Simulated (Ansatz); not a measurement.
RbCl:
```yaml
crystal:
  lattice:
    - [0.00000, 3.34952, 3.34952]
    - [3.34952, 0.00000, 3.34952]
    - [3.34952, 3.34952, 0.00000]
  atoms:
    - { symbol: Rb, position: [0.00000, 0.00000, 0.00000] }
    - { symbol: Cl, position: [0.50000, 0.50000, 0.50000] }
```

Relaxed with PBE. Special points in fractions of this cell's reciprocal vectors: Γ (0.000, 0.000, 0.000); X (0.500, 0.000, 0.500); U (0.625, 0.250, 0.625); K (0.375, 0.375, 0.750); L (0.500, 0.500, 0.500); W (0.500, 0.250, 0.750).

### Question
List the band energies nearest the valence-band maximum at these points for DFT-PBE in the program Ansatz with PAW potentials.

### Answer
In eV from the valence-band maximum; about four levels below and three above (degenerate sets whole), none deeper than 8.9 eV; points with the same levels are listed once.

| k | below | above |
|---|---|---|
| Γ | -8.10 -8.10 -8.10 0.00 0.00 0.00 | 4.83 7.94 7.94 7.94 |
| X | -8.18 -8.18 -0.32 -0.10 -0.10 | 6.24 7.82 9.41 |
| U | -8.15 -0.37 -0.28 -0.20 | 6.91 8.53 8.76 |
| L | -8.08 -0.78 -0.29 -0.29 | 7.56 7.78 9.96 9.96 |
| W | -8.09 -0.39 -0.24 -0.24 | 7.59 7.59 9.07 |

Space group Fm-3m (rock salt). Symmetry was held in the PBE relaxation. Scalar-relativistic: spin–orbit coupling is off unless named, which matters more the heavier the elements.

Potentials: the later of the program's two PAW sets.
